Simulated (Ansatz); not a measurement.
Relaxed Mo (bcc, W type):

```
CELL_PARAMETERS angstrom
     -3.15061     3.15061     3.15061
      1.57530    -1.57530     1.57530
      1.57530     1.57530    -1.57530
ATOMIC_POSITIONS crystal
  Mo 0.00000 0.00000 0.00000
  Mo 0.50000 0.00000 0.00000
```

In each cell atom 1 (Mo, nearest neighbour Mo at 2.729 Å; its periodic images, 2.7 Å or more away, move with it) moves by s·(0.707, 0.707, 0.000) (along Cartesian [110]), the rest being held.

Method: r2SCAN (plane waves to 500 eV, PAW, scalar-relativistic; Ansatz, a quantum-chemistry and plane-wave program). k mesh 17×17×17 (Γ-centred), Fermi-Dirac smearing 0.05 eV. With partly filled bands, energies and forces of such displacements shift with the k mesh and the smearing. F∥ is the force on the atom along that direction. On this mesh the relaxed cell isn't quite at rest: it carries a pressure of 0.1 GPa (compression positive) at the zero of the scan. Mo is run without spin polarisation. Mo was relaxed with its symmetry unable to fall. 

| s (Å) | F∥ (eV/Å) |
|---|---|
| -0.270 | 1.940 |
| -0.216 | 1.532 |
| -0.162 | 1.130 |
| -0.108 | 0.750 |
| -0.054 | 0.369 |
| 0.000 | 0.000 |
| 0.054 | -0.369 |
| 0.108 | -0.750 |
| 0.162 | -1.130 |
| 0.216 | -1.532 |
| 0.270 | -1.940 |

**Question.** What is the force constant k = d²E/ds² of this move at s = 0?

**Answer.** 6.81 eV/Å². The forces along the line at the two nearest points give (0.369 − (-0.369)) / (2·0.054) = 6.83 eV/Å²; the next pair corrects for the finite step.

(For displaced atoms, the force is minus the slope of the energy, and its curvature is a force constant, which sets phonon frequencies.)
